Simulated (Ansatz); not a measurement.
Rb (diamond type), DFT, LDA, all-electron LAPW, scalar-relativistic (Ansatz 0.2.0), on 1 thread of Arm Neoverse V2 (shared host).

Command: `ansatz run input.yaml --threads 1 --pin off --max-ram 3584MiB --backend cpu --events-out ev --progress --plain --runs-dir out`

```yaml
crystal:
  lattice:
    - [0.0, 3.3060692979, 3.3060692979]
    - [3.3060692979, 0.0, 3.3060692979]
    - [3.3060692979, 3.3060692979, 0.0]
  atoms:
    - { symbol: Rb, position: [-0.125, -0.125, -0.125] }
    - { symbol: Rb, position: [0.125, 0.125, 0.125] }
kpoints:
  mp_grid: { grid: [10, 10, 10] }
scf:
  occupations: { method: fermi_dirac, width: 0.1 }
hamiltonian:
  xc: lda
  pseudopotentials: { kind: all_electron, lapw: { basis_error: 0.0005 } }
output:
  forces: true
  stress: true
  eigenvalues: true
relax:
  f_tol: 0.005
  max_steps: 12
  cell: { p_target: 11.0, stress_tol: 0.03 }
```

(1) How large is the problem that the program sets up?

(2) About how long does it take?

Results:

(1) 47 irreducible k-points, 531 plane waves at Γ, 33 bands.

(2) 21 s of wall time for 9 SCF iterations over 1 geometries. Times on shared machines scatter by tens of per cent.
